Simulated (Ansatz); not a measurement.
A relaxed cell of YAlC4N4 is given with its symmetry left out. The cell was found from a structure generator's guess, not taken from experiment.

Method: Ansatz, DFT PBE, scalar-relativistic, plane waves, PAW. Cutoff 420 eV, Γ-centred mesh, Gaussian smearing, no spin polarisation.

```
CELL_PARAMETERS angstrom
6.24137 0.00000 0.00000
0.00000 6.24137 0.00000
0.00000 0.00000 6.24137
ATOMIC_POSITIONS crystal
Y 0.50000 0.50000 0.50000
Al 0.00000 0.00000 0.00000
C 0.18147 0.18147 0.18147
C 0.18147 0.81853 0.81853
C 0.81853 0.18147 0.81853
C 0.81853 0.81853 0.18147
N 0.29105 0.29105 0.29105
N 0.29105 0.70895 0.70895
N 0.70895 0.29105 0.70895
N 0.70895 0.70895 0.29105
```

The zero of energy is the elements' standard structures at the same level (N₂ as a molecule); no fitted shifts are applied.

Q: Find its symmetry and describe it.

A: P-43m (No. 215). Conventional cell: a = 6.241 Å. Y is surrounded by 4 N at 2.26 Å; around Al lie 4 C at 1.96 Å; C has 1 N at 1.18 Å and 1 Al at 1.96 Å; N is surrounded by 1 C at 1.18 Å and 1 Y at 2.26 Å.

Q: What is its formation energy per atom?

A: +0.09 eV/atom. It can't be a ground state, since the elements alone are lower.

Q: Is it a metal?

A: Yes, bands cross the Fermi level on the 6×6×6 mesh.

Q: From what recipe could a structure generator have reached it?

A: One such recipe: two interpenetrating cyanide-bridged diamond nets (P-43m, No. 215). Other recipes can lead to the same cell.

The last run used a 6×6×6 mesh for its 10-atom cell and Gaussian smearing of 0.10 eV. The cell is a metal run without spin, though a test with spin on the coarse mesh kept 1.7 μB a cell, so a magnetic state probably lies lower. The reference form of C is held partly by dispersion forces, which this level lacks. A structure relaxed within its symmetry needn't be a true minimum.
